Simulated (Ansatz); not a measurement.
# Bond compression in ZrTi$_{2}$

```
CELL_PARAMETERS angstrom
4.72441 0.00000 0.00000
-2.36221 4.09146 0.00000
0.00000 0.00000 3.00345
ATOMIC_POSITIONS crystal
Zr 0.00000 0.00000 0.00000
Ti 0.66667 0.33333 0.50000
Ti 0.33333 0.66667 0.50000
```

The cell is Materials Project entry mp-1008568, used as a structure alone.

Its shortest bond, of 2.728 Å between atom 2 (Ti) and the nearest image of atom 3 (Ti), is scaled by moving both atoms along it, with the cell held and the other atoms too. The force apart is half the difference of the two atoms' forces along the bond; it holds the pull and push of their other neighbours too.

Computed with Ansatz 0.2.0; functional PBEsol, scalar-relativistic. Settings: a Γ-centred 7×7×10 k mesh, Fermi–Dirac smearing of 0.05 eV, no spin polarisation. Methods: LAPW: all electrons, basis error target 1 meV/atom; PAW: frozen-core files, cutoff 420 eV; crystal datasets: all electrons, by PAW datasets that the program makes for each cell; PAW (cutoff 600 eV): frozen-core files, cutoff 600 eV.

Energies are extrapolated to zero smearing and count from the unscaled cell; pressure is positive in compression; gaps take the mesh and a band path. No temperature or zero-point motion is included.

The PAW files were made under PBE.

| bond (Å) | force apart (eV/Å) | P LAPW (GPa) | ΔE LAPW (eV/atom) | P PAW − LAPW (GPa) | ΔE PAW − LAPW (meV/atom) | force PAW − LAPW (eV/Å) |
| --- | --- | --- | --- | --- | --- | --- |
| 2.728 | 0.00 | -3.91 | 0.000 | 0.00 | 0.0 | 0.000 |
| 2.564 | 0.51 | -3.61 | 0.012 | 0.00 | 0.0 | 0.001 |
| 2.237 | ? | -0.89 | 0.169 | 0.00 | 0.0 | 0.002 |
| 1.746 | 9.41 | 14.50 | 0.932 | -0.53 | -9.2 | -0.318 |
| 1.582 | 23.04 | 33.9 | ? | -1.40 | -45.9 | -0.922 |

(1) Give the missing entry: row "1.582", column "ΔE LAPW (eV/atom)".

(2) What belongs in the row "2.237", column "force apart (eV/Å)"?

(3) At the last bond length, how far do crystal datasets and PAW (cutoff 600 eV) lie from LAPW in pressure and in the largest force component?

(4) How do the Löwdin populations by LAPW change from the unscaled cell to the last row, on the two atoms of the bond?

Answers

(1) 1.761.

(2) 2.46.

(3) crystal datasets: 0.00 GPa, 0.003 eV/Å; PAW (cutoff 600 eV): -1.43 GPa, 0.940 eV/Å, on a LAPW pressure of 33.9 GPa.

(4) Ti2 3s 1.96 → 1.89, Ti2 4s 0.84 → 0.74, Ti2 3p 5.99 → 5.92, Ti2 3d 3.01 → 3.37, Ti3 3s 1.96 → 1.89, Ti3 4s 0.84 → 0.74, Ti3 3p 5.99 → 5.92, Ti3 3d 3.01 → 3.37 electrons an atom. These are projections on the shells that the free atoms fill; 0.33 e a cell lies outside them at the start and 0.20 e at the end.
